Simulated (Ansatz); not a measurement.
According to the program Ansatz at the r²SCAN+D4 level (PAW), Br in the molecular I2 type structure (Cmce) relaxes to a = 6.905 Å, b = 4.205 Å, c = 8.705 Å.

It is gapped at this level: 1.66 eV (smallest direct gap 1.68 eV).

Symmetry was held in the r²SCAN+D4 relaxation. The substance is a gas or liquid at ambient conditions; this is its low-temperature solid. Scalar-relativistic: spin–orbit coupling is off unless named, which matters more the heavier the elements.

Potentials: the later of the program's two PAW sets.
